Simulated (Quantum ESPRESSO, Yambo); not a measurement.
KHF2: DFT and GW levels

```cif
data_H2F4K2
_chemical_formula_sum 'H2 F4 K2'
_space_group_name_H-M_alt 'P 1'
_space_group_IT_number 1
_cell_length_a 5.18801
_cell_length_b 5.18801
_cell_length_c 5.18801
_cell_angle_alpha 114.687
_cell_angle_beta 114.687
_cell_angle_gamma 99.479
loop_
_space_group_symop_operation_xyz
  'x, y, z'
loop_
_atom_site_label
_atom_site_type_symbol
_atom_site_fract_x
_atom_site_fract_y
_atom_site_fract_z
_atom_site_occupancy
H1 H 0.50000 0.00000 0.50000 1
H2 H 0.00000 0.50000 0.50000 1
F1 F 0.35594 0.85594 0.21188 1
F2 F 0.64406 0.14406 0.78812 1
F3 F 0.85594 0.64406 0.50000 1
F4 F 0.14406 0.35594 0.50000 1
K1 K 0.75000 0.75000 0.00000 1
K2 K 0.25000 0.25000 0.00000 1
```

The geometry is that of Materials Project entry mp-23846, symmetrised and not relaxed again.

Starting point: norm-conserving PBEsol (Quantum ESPRESSO, 84 Ry, without SOC). G0W0 in Yambo: 4×4×4 Γ-centred k mesh, 118 bands and a 6 Ry block in the screening, 118 bands in G with the Bruneval-Gonze terminator, plasmon pole fitted at 27.2 eV.

```
Quantity                                              Value
-------------------------------------------------  --------
PBEsol gap along the band path                      7.18 eV
PBEsol gap between the mesh's edge points (Z → Γ)   7.18 eV
G0W0 gap between the same points                   11.48 eV
PBEsol smallest direct gap on the mesh (at Γ)       7.24 eV
G0W0 direct gap at that point                      11.54 eV
```

```tsv
k point	band	E PBEsol (eV)	E QP (eV)	shift (eV)	Z
Γ	VB	-0.06	-3.04	-2.98	0.83
Γ	CB	7.18	8.50	1.32	0.91
X	VB	-0.20	-3.22	-3.02	0.83
X	CB	9.90	11.45	1.56	0.90
N	VB	-0.25	-3.26	-3.01	0.83
N	CB	9.67	11.37	1.69	0.90
P	VB	-0.24	-3.01	-2.78	0.84
P	CB	10.35	12.17	1.82	0.90
Z	VB	0.00	-2.98	-2.98	0.83
Z	CB	9.65	11.60	1.95	0.90
```

Energies count from the PBEsol valence-band maximum.

Nearest settings tried, and what they do to the gap: 2 Ry block (43 vectors against 181): +726 meV. Not varied: bands in G, bands in W, mesh. So the settings aren't converged at that level.
